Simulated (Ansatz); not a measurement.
SrBr$_{2}$: projected DOS by orbital

```yaml
crystal:
  lattice:
    - [4.20181, 0.00000, 0.00000]
    - [-2.10091, 3.63888, 0.00000]
    - [0.00000, 0.00000, 7.28986]
  atoms:
    - { symbol: Sr, position: [0.00000, 0.00000, 0.00000] }
    - { symbol: Br, position: [0.33333, 0.66667, 0.24381] }
    - { symbol: Br, position: [0.33333, 0.66667, 0.75619] }
```

Atoms are numbered in the order listed.

The structure comes from a relaxation in the same program, started in the MoS2 1H type, and has space group P-6m2. Whether it is a known phase or the ground state wasn't checked.

Theory: DFT, LDA, all-electron LAPW, scalar-relativistic in Ansatz 0.2.0.

The runs use a Γ-centred 10×10×5 k mesh, Fermi–Dirac smearing of 0.03 eV, basis error target 0.5 meV/atom, no spin polarisation.

States per eV for one atom of each kind, in 0.4 eV bins named by their centres, from the valence-band top, projected on a minimal set of Löwdin-orthogonalised atomic shells; orbitals are real harmonics on the Cartesian axes, equal curves share a column, and empty bins are left out, as is all above 6.1 eV, near the top of the computed bands.

Br2 4p:

```
# E all pz px=py
-2.8 0.02 0.02 0.00
-2.4 0.96 0.58 0.19
-2.0 2.65 1.09 0.78
-1.6 2.35 0.63 0.86
-1.2 3.27 0.15 1.56
-0.8 3.26 0.72 1.27
-0.4 0.97 0.90 0.04
0.0 0.68 0.66 0.01
4.0 0.09 0.02 0.04
4.4 0.05 0.02 0.01
5.2 0.01 0.00 0.00
5.6 0.01 0.01 0.00
6.0 0.05 0.01 0.02
```

Sr1 5s:

```
# E all
-2.4 0.20
-2.0 0.38
-1.6 0.07
-1.2 0.03
-0.8 0.01
-0.4 0.01
4.0 0.41
4.4 0.27
5.2 0.12
5.6 0.17
6.0 0.23
```
